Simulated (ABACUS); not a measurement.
ABACUS run on HfN (Fm-3m, 2 atoms in the cell; from Materials Project mp-2828, changed as shown): self-consistent single point.

Level of theory: PBEsol, PseudoDojo 0.4 standard norm-conserving PBEsol (tails mended) pseudopotentials (plane waves; ABACUS 3.10.1).

The change in words: volume scaled by 0.99. Reference geometry (Fm-3m):
```
HfN
1.0
    0.00000     2.24751     2.24751
    2.24751     0.00000     2.24751
    2.24751     2.24751     0.00000
Hf N
1 1
Direct
  0.00000   0.00000   0.00000
  0.50000   0.50000   0.50000
```

Reference input (self-consistent single point, DFT, PBEsol, plane waves, PseudoDojo 0.4 standard norm-conserving PBEsol (tails mended) pseudopotentials): KPT = Gamma 18 18 18 0 0 0; basis_type = pw; dft_functional = PBESOL; ecutwfc = 84 Ry; smearing_method = gaussian; smearing_sigma = 0.0146997 Ry; potentials = PseudoDojo 0.4 standard norm-conserving PBEsol (tails mended); symmetry = 1; ks_solver = dav_subspace; scf_nmax = 100; scf_thr = 1.0e-09 Ry; mixing_type = broyden. This run's input differs from it in these lines:

```diff
@@ -27,5 +27,5 @@
 LATTICE_VECTORS
-   0.0000000000    2.2475130000    2.2475130000
-   2.2475130000    0.0000000000    2.2475130000
-   2.2475130000    2.2475130000    0.0000000000
+   0.0000000000    2.2399950000    2.2399950000
+   2.2399950000    0.0000000000    2.2399950000
+   2.2399950000    2.2399950000    0.0000000000
 
@@ -42,3 +42,3 @@
 1
-   2.2475130000    2.2475130000    2.2475130000 1 1 1
+   2.2399950000    2.2399950000    2.2399950000 1 1 1
 # file: KPT
```

Output, abridged:

```
 SELF-CONSISTENT
 -------------------------------------------
                                 init_chg = atomic

 PW ALGORITHM --------------- ION=   1  ELEC=   1--------------------------------

 Density error is 0.483301986447
                          Error Threshold = 0.01
 E_KohnSham     -133.4715050496      -1815.9729893102
 E_Fermi        1.4016183146         19.0699954991

 PW ALGORITHM --------------- ION=   1  ELEC=   2--------------------------------

 Density error is 0.887936706801
                          Error Threshold = 0.00284295286145
 E_KohnSham     -133.5466482450      -1816.9953649338
   [... lines left out ...]

 Density error is 3.75247787967e-08
                          Error Threshold = 2.24929708284e-09
 E_KohnSham     -133.7159442029      -1819.2987546102
 E_Fermi        1.4011034528         19.0629904462

 PW ALGORITHM --------------- ION=   1  ELEC=   8--------------------------------

 Density error is 2.19532432479e-10
                          Error Threshold = 2.20733992922e-10
 E_KohnSham     -133.7159442086      -1819.2987546876
 E_KS(sigma->0) -133.7154870071      -1819.2925341416
 E_entropy(-TS) -0.0009144031        -0.0124410920
 E_Fermi        1.4011168535         19.0631727711
 charge density convergence is achieved
 final etot is -1819.2987547 eV
 EFERMI = 19.063172771 eV

 STATE ENERGY(eV) AND OCCUPATIONS    NSPIN == 1
   [... 16 lines left out ...]

 TOTAL-FORCE (eV/Angstrom)
                       Hf1         0.0000000000         0.0000000000         0.0000000000
                        N1         0.0000000000         0.0000000000         0.0000000000

 TOTAL-STRESS (KBAR)
        33.9186006282        -0.0000000000        -0.0000000000
         0.0000000000        33.9186006282        -0.0000000000
         0.0000000000        -0.0000000000        33.9186006282
 TOTAL-PRESSURE: 33.918601 KBAR

 --------------------------------------------
 !FINAL_ETOT_IS -1819.2987546876013312 eV
 --------------------------------------------
```

The run converged in 8 iterations. Against the reference run the free energy rises by 1.4 meV/atom and the pressure goes from 0.42 to 3.39 GPa.

The structure comes from a collection of computed structures, made at another level of theory; the collection holds predicted forms beside known ones. Its lattice was then scaled.

Cost on one core: around 90 core-seconds (rough).

“Tails mended”: in these copies of the files the far tail of each local potential was reset to the Coulomb form.
